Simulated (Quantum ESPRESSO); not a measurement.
# Ti2NbO5F3: one run as intended and one with a planted mistake

A calculation, not a measurement. The program is pw.x of Quantum ESPRESSO 7.5 (plane-wave density functional theory). The cell is made up: 11 atoms on a rutile lattice with one site empty, with randomly drawn elements, strain and displacements, not relaxed. PseudoDojo standard norm-conserving files (v0.5 for PBE, v0.4.1 for LDA and PBEsol) set the functional; there is no spin polarisation, spin-orbit coupling or dispersion term, and the masses in the input are unused placeholders.

Intended input:

```
&control calculation='scf', pseudo_dir='./dojo.nc.sr.pbe.v0_5.standard.upf', outdir='./o', disk_io='low', tprnfor=.true., tstress=.true. /
&system ibrav=0, nat=11, ntyp=4, nbnd=50, ecutwfc=84.00895049, nosym=.true., tot_charge=0,
 occupations='smearing', smearing='fd', degauss=0.0018374661
/
&electrons conv_thr=7.350e-09, electron_maxstep=60, /
ATOMIC_SPECIES
F 1.0 F.upf
Nb 1.0 Nb.upf
O 1.0 O.upf
Ti 1.0 Ti.upf
CELL_PARAMETERS angstrom
4.635 0.0585 0.0162
0.0585 4.5657 0.0375
0.0209 0.0484 5.8803
ATOMIC_POSITIONS angstrom
Ti 0.0216 -0.0126 -0.0021
Ti -0.0235 -0.0034 3.0052
Nb 2.4027 2.336 4.4717
O 1.3636 1.4301 0.0478
F 3.2909 3.2387 0.0035
O 3.6964 0.9579 1.4846
F 0.9342 3.7646 1.5322
O 1.4551 1.4121 2.9248
O 3.2057 3.2467 2.9695
F 3.6945 0.9734 4.4368
O 1.0113 3.7093 4.4008
K_POINTS automatic
5 5 4 1 1 1
```

The log is shortened where brackets say so; the opening notice, blank lines, dates and the lines on written files are dropped, and the path of the files is cut. It prints rydbergs, bohrs and kilobars, and counts compression as positive stress. Where no state is partly filled, the Fermi energy that it prints is only some level between the filled and the empty states on the mesh, and need not lie in the true gap.

Log of the intended run:

```
     Program PWSCF v.7.5
     Parallel version (MPI & OpenMP), running on       4 processor cores
     Number of MPI processes:                 4
     Threads/MPI process:                     1
     [start-up lines left out]
     bravais-lattice index     =            0
     lattice parameter (alat)  =       8.7596  a.u.
     unit-cell volume          =     839.5538 (a.u.)^3
     number of atoms/cell      =           11
     number of atomic types    =            4
     number of electrons       =        88.00
     number of Kohn-Sham states=           50
     kinetic-energy cutoff     =      84.0090  Ry
     charge density cutoff     =     336.0358  Ry
     scf convergence threshold =      7.3E-09
     mixing beta               =       0.7000
     number of iterations used =            8  plain     mixing
     Exchange-correlation= PBE
                           (   1   4   3   4   0   0   0)
     [axes and pseudopotential details left out]
   Cartesian axes
     site n.     atom                  positions (alat units)
         1        Ti     tau(   1) = (   0.0046598  -0.0027182  -0.0004530  )
         2        Ti     tau(   2) = (  -0.0050697  -0.0007335   0.6483155  )
         3        Nb     tau(   3) = (   0.5183374   0.5039482   0.9646853  )
         4        O      tau(   4) = (   0.2941711   0.3085172   0.0103120  )
         5        F      tau(   5) = (   0.7099499   0.6986887   0.0007551  )
         6        O      tau(   6) = (   0.7974289   0.2066489   0.3202746  )
         7        F      tau(   7) = (   0.2015361   0.8121418   0.3305434  )
         8        O      tau(   8) = (   0.3139105   0.3046341   0.6309707  )
         9        O      tau(   9) = (   0.6915696   0.7004146   0.6406139  )
        10        F      tau(  10) = (   0.7970190   0.2099928   0.9571563  )
        11        O      tau(  11) = (   0.2181690   0.8002119   0.9493900  )
     number of k points=    50  Fermi-Dirac smearing, width (Ry)=  0.0018
                       cart. coord. in units 2pi/alat
        k(    1) = (   0.0984129   0.0994659   0.0973681), wk =   0.0400000
        k(    2) = (   0.0977443   0.0978557   0.2944569), wk =   0.0400000
     [further k points left out]
     Dense  grid:    87329 G-vectors     FFT dimensions: (  54,  54,  72)
     Estimated max dynamical RAM per process >     241.43 MB
     Estimated total dynamical RAM >     901.76 MB
     Initial potential from superposition of free atoms
     starting charge      87.9945, renormalised to      88.0000
     Starting wfcs are   62 randomized atomic wfcs
     total cpu time spent up to now is        4.2 secs
     per-process dynamical memory:   187.6 Mb
     Self-consistent Calculation
     iteration #  1     ecut=    84.01 Ry     beta= 0.70
     Davidson diagonalization with overlap
     ethr =  1.00E-02,  avg # of iterations =  2.0
     total cpu time spent up to now is       11.0 secs
     total energy              =    -672.75013734 Ry
     estimated scf accuracy    <       5.71555369 Ry
     iteration #  2     ecut=    84.01 Ry     beta= 0.70
     Davidson diagonalization with overlap
     ethr =  6.49E-03,  avg # of iterations =  7.6
     total cpu time spent up to now is       24.2 secs
     total energy              =    -665.40102435 Ry
     estimated scf accuracy    <      97.34291444 Ry
     [iterations 3 to 18 left out]
     iteration # 19     ecut=    84.01 Ry     beta= 0.70
     Davidson diagonalization with overlap
     ethr =  8.35E-11,  avg # of iterations =  5.3
     total cpu time spent up to now is      162.7 secs
     total energy              =    -676.03166740 Ry
     estimated scf accuracy    <       0.00000001 Ry
     iteration # 20     ecut=    84.01 Ry     beta= 0.70
     Davidson diagonalization with overlap
     ethr =  1.23E-11,  avg # of iterations =  4.7
     total cpu time spent up to now is      170.7 secs
     End of self-consistent calculation
     [lines on levels left out]
     the Fermi energy is     8.6147 ev
!    total energy              =    -676.03166740 Ry
     estimated scf accuracy    <          3.1E-09 Ry
     smearing contrib. (-TS)   =      -0.00000000 Ry
     internal energy E=F+TS    =    -676.03166740 Ry
     The total energy is F=E-TS. E is the sum of the following terms:
     one-electron contribution =    -264.24891276 Ry
     hartree contribution      =     175.82638043 Ry
     xc contribution           =    -135.77362589 Ry
     ewald contribution        =    -451.83550918 Ry
     convergence has been achieved in  20 iterations
     Forces acting on atoms (cartesian axes, Ry/au):
     atom    1 type  4   force =     0.07700971    0.12908207    0.24733339
     atom    2 type  4   force =     0.00998439    0.03413769   -0.25200713
     atom    3 type  2   force =    -0.25861312    0.04247869   -0.19076503
     atom    4 type  3   force =    -0.04221413   -0.06360079   -0.07063455
     atom    5 type  1   force =     0.03855339    0.03185834    0.03478253
     atom    6 type  3   force =     0.08234953   -0.08715449   -0.04155000
     atom    7 type  1   force =     0.01682806   -0.03783746   -0.01521699
     atom    8 type  3   force =    -0.03450541   -0.03083553    0.12655741
     atom    9 type  3   force =     0.07299018    0.03818175    0.08872800
     atom   10 type  1   force =     0.07364845   -0.07756061    0.02401786
     atom   11 type  3   force =    -0.03603103    0.02125034    0.04875451
     Total force =     0.578924     Total SCF correction =     0.000120
     Computing stress (Cartesian axis) and pressure
          total   stress  (Ry/bohr**3)                   (kbar)     P=       75.90
   0.00058980  -0.00111208   0.00006974           86.76     -163.59       10.26
  -0.00111208   0.00081737  -0.00000181         -163.59      120.24       -0.27
   0.00006974  -0.00000181   0.00014074           10.26       -0.27       20.70
     init_run     :      3.88s CPU      4.06s WALL (       1 calls)
     electrons    :    165.23s CPU    166.46s WALL (       1 calls)
     forces       :      1.29s CPU      1.30s WALL (       1 calls)
     stress       :      4.32s CPU      4.34s WALL (       1 calls)
     [timing details left out]
     PWSCF        :   2m54.96s CPU   2m56.44s WALL
     JOB DONE.
```

A second run has one planted mistake: the cell has the wrong charge. The input lines that differ, file-writing options aside:

```
- &system ibrav=0, nat=11, ntyp=4, nbnd=50, ecutwfc=84.00895049, nosym=.true., tot_charge=0,
+ &system ibrav=0, nat=11, ntyp=4, nbnd=51, ecutwfc=84.00895049, nosym=.true., tot_charge=-1,
```

Its log:

```
     Program PWSCF v.7.5
     Parallel version (MPI & OpenMP), running on       4 processor cores
     Number of MPI processes:                 4
     Threads/MPI process:                     1
     [start-up lines left out]
     bravais-lattice index     =            0
     lattice parameter (alat)  =       8.7596  a.u.
     unit-cell volume          =     839.5538 (a.u.)^3
     number of atoms/cell      =           11
     number of atomic types    =            4
     number of electrons       =        89.00
     number of Kohn-Sham states=           51
     kinetic-energy cutoff     =      84.0090  Ry
     charge density cutoff     =     336.0358  Ry
     scf convergence threshold =      7.3E-09
     mixing beta               =       0.7000
     number of iterations used =            8  plain     mixing
     Exchange-correlation= PBE
                           (   1   4   3   4   0   0   0)
     [axes and pseudopotential details left out]
   Cartesian axes
     site n.     atom                  positions (alat units)
         1        Ti     tau(   1) = (   0.0046598  -0.0027182  -0.0004530  )
         2        Ti     tau(   2) = (  -0.0050697  -0.0007335   0.6483155  )
         3        Nb     tau(   3) = (   0.5183374   0.5039482   0.9646853  )
         4        O      tau(   4) = (   0.2941711   0.3085172   0.0103120  )
         5        F      tau(   5) = (   0.7099499   0.6986887   0.0007551  )
         6        O      tau(   6) = (   0.7974289   0.2066489   0.3202746  )
         7        F      tau(   7) = (   0.2015361   0.8121418   0.3305434  )
         8        O      tau(   8) = (   0.3139105   0.3046341   0.6309707  )
         9        O      tau(   9) = (   0.6915696   0.7004146   0.6406139  )
        10        F      tau(  10) = (   0.7970190   0.2099928   0.9571563  )
        11        O      tau(  11) = (   0.2181690   0.8002119   0.9493900  )
     number of k points=    50  Fermi-Dirac smearing, width (Ry)=  0.0018
                       cart. coord. in units 2pi/alat
        k(    1) = (   0.0984129   0.0994659   0.0973681), wk =   0.0400000
        k(    2) = (   0.0977443   0.0978557   0.2944569), wk =   0.0400000
     [further k points left out]
     Dense  grid:    87329 G-vectors     FFT dimensions: (  54,  54,  72)
     Estimated max dynamical RAM per process >     244.45 MB
     Estimated total dynamical RAM >     913.83 MB
     Initial potential from superposition of free atoms
     starting charge      87.9945, renormalised to      89.0000
     Starting wfcs are   62 randomized atomic wfcs
     total cpu time spent up to now is        4.0 secs
     per-process dynamical memory:   190.0 Mb
     Self-consistent Calculation
     iteration #  1     ecut=    84.01 Ry     beta= 0.70
     Davidson diagonalization with overlap
     ethr =  1.00E-02,  avg # of iterations =  2.0
     total cpu time spent up to now is       10.6 secs
     total energy              =    -672.37487987 Ry
     estimated scf accuracy    <       5.18611036 Ry
     iteration #  2     ecut=    84.01 Ry     beta= 0.70
     Davidson diagonalization with overlap
     ethr =  5.83E-03,  avg # of iterations =  7.6
     total cpu time spent up to now is       23.7 secs
     total energy              =    -665.31636481 Ry
     estimated scf accuracy    <      80.34747708 Ry
     [iterations 3 to 19 left out]
     iteration # 20     ecut=    84.01 Ry     beta= 0.70
     Davidson diagonalization with overlap
     ethr =  4.03E-11,  avg # of iterations =  5.6
     total cpu time spent up to now is      167.2 secs
     total energy              =    -675.32134914 Ry
     estimated scf accuracy    <       0.00000002 Ry
     iteration # 21     ecut=    84.01 Ry     beta= 0.70
     Davidson diagonalization with overlap
     ethr =  1.76E-11,  avg # of iterations =  2.1
     total cpu time spent up to now is      175.4 secs
     End of self-consistent calculation
     [lines on levels left out]
     the Fermi energy is     9.9696 ev
!    total energy              =    -675.32134914 Ry
     estimated scf accuracy    <          4.6E-09 Ry
     smearing contrib. (-TS)   =      -0.00144899 Ry
     internal energy E=F+TS    =    -675.31990015 Ry
     The total energy is F=E-TS. E is the sum of the following terms:
     one-electron contribution =    -264.28028616 Ry
     hartree contribution      =     177.70658532 Ry
     xc contribution           =    -136.91069012 Ry
     ewald contribution        =    -451.83550918 Ry
     convergence has been achieved in  21 iterations
     Forces acting on atoms (cartesian axes, Ry/au):
     atom    1 type  4   force =     0.06345654    0.11897623    0.19786476
     atom    2 type  4   force =     0.00419324    0.04125550   -0.21726228
     atom    3 type  2   force =    -0.26622623    0.03816382   -0.17551557
     atom    4 type  3   force =    -0.02568562   -0.04998830   -0.07498141
     atom    5 type  1   force =     0.04013545    0.03208084    0.03987894
     atom    6 type  3   force =     0.07120989   -0.07484767   -0.03242115
     atom    7 type  1   force =     0.02880798   -0.04839827   -0.00582570
     atom    8 type  3   force =    -0.03334738   -0.02763420    0.12646475
     atom    9 type  3   force =     0.07226727    0.03739321    0.08583161
     atom   10 type  1   force =     0.06657889   -0.07249417    0.02053767
     atom   11 type  3   force =    -0.02139002    0.00549301    0.03542837
     Total force =     0.530137     Total SCF correction =     0.000205
     Computing stress (Cartesian axis) and pressure
          total   stress  (Ry/bohr**3)                   (kbar)     P=      287.61
   0.00208430  -0.00106724   0.00008732          306.61     -157.00       12.84
  -0.00106724   0.00230330   0.00000444         -157.00      338.83        0.65
   0.00008732   0.00000444   0.00147781           12.84        0.65      217.39
     init_run     :      3.76s CPU      3.94s WALL (       1 calls)
     electrons    :    170.04s CPU    171.40s WALL (       1 calls)
     forces       :      1.31s CPU      1.31s WALL (       1 calls)
     stress       :      4.52s CPU      4.53s WALL (       1 calls)
     [timing details left out]
     PWSCF        :   2m59.75s CPU   3m 1.36s WALL
     JOB DONE.
```

```
                                            intended run  run with the mistake
                          free energy (eV)     -9197.879             -9188.215
                    smearing term -TS (eV)        0.0000               -0.0197
                            pressure (GPa)          7.59                 28.76
            largest force component (eV/Å)         6.649                 6.845
largest change of a force component (eV/Å)                               1.272
                                iterations            20                    21
```

For scale, a rerun of the intended cell at 1467 eV and a 7 x 7 x 6 mesh moved values by no more than 0.004 eV in energy, 0.04 GPa in stress and 0.002 eV/Å in force. The charged cell sits in a uniform background, so its energy and stress rest on the program's zero of potential. The number of bands, nbnd, was set by rule from the electron count and the smearing, so it follows the mistake.